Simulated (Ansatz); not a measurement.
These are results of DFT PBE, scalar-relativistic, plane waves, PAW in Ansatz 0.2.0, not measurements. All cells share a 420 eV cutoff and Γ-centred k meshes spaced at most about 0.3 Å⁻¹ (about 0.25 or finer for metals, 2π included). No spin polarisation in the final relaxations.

These are static total energies at zero pressure.

Two relaxed structures of TaHO2:

1.

```
Ta H O
1.0
     2.94359    0.00000    0.00000
    -1.47180    2.54923    0.00000
     0.00000    0.00000    5.60141
Ta H O
1 1 2
Direct
  0.33333 0.66667 0.00000
  0.66667 0.33333 0.50000
  0.00000 0.00000 0.22003
  0.00000 0.00000 0.77997
```

2.

```
Ta H O
1.0
     2.91077    0.00000    0.00000
    -1.45539    2.52080    0.00000
     0.00000    0.00000   10.32244
Ta H O
2 2 4
Direct
  0.66667 0.33333 0.75000
  0.33333 0.66667 0.25000
  0.00000 0.00000 0.00000
  0.00000 0.00000 0.50000
  0.33333 0.66667 0.87452
  0.33333 0.66667 0.62548
  0.66667 0.33333 0.37452
  0.66667 0.33333 0.12548
```

Question: Which would you expect to be lower, and how large is the difference?

Answer: Cell 2 is lower, by 18 meV/atom. Cell 1 has space group P-6m2 (No. 187), 10.5 Å³/atom and no gap on its mesh; cell 2 has space group P6_3/mmc (No. 194), 9.5 Å³/atom and no gap. In cell 1, Ta has 6 O at 2.10 Å and 6 Ta at 2.94 Å; H has 6 O at 2.31 Å (long against covalent radii, as for large ions); O is surrounded by 3 Ta at 2.10 Å, 3 H at 2.31 Å and 1 O at 2.46 Å. In cell 2, Ta is surrounded by 6 O at 2.12 Å and 6 Ta at 2.91 Å; around H lie 6 O at 2.12 Å (long against covalent radii, as for large ions); O has 3 Ta at 2.12 Å and 3 H at 2.12 Å. Both come from invented guesses. A third cell relaxed alike, in Pmn2_1, lies 0.82 eV/atom below the lower of the two; the P-6m2 cell fell into it when its atoms were moved at random.

No dispersion correction is applied, so the spacing and binding between layers, chains or molecules are poorly described (P-6m2), and this can change margins and order among such cells. Spin–orbit coupling, which can matter for Ta, is left out. H stands nearly free of neighbours here, and without spin polarisation the energy of such atoms comes out too high. With hydrogen, zero-point motion can shift such differences by 10 meV/atom or more. Cells relaxed within their symmetry can be saddle points; a later kick test found a lower structure for TaHO2 P-6m2.
